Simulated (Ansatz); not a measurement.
**Question.** CdTe (CsCl type, space group No. 221) is relaxed with DFT-PBE in the program Ansatz with PAW potentials. What lattice parameters of the conventional cell result?

**Answer.** a = 3.786 Å.

**Question.** Is it a metal or does it have a gap at this level?

**Answer.** No gap at this level.

Space group Pm-3m (CsCl type). The start of the workflow was typed in or built on a structure type; neither database checked (COD, Materials Project) lists it. It is not the phase usual at ambient conditions (space group No. 216). The cell was relaxed with PBE under the symmetry of its start; its stability against distortions is not shown here. The volume moved by 18 % from the start of the relaxation. Spin–orbit coupling is left out wherever it is not named.

Potentials: the earlier of the program's two PAW sets.
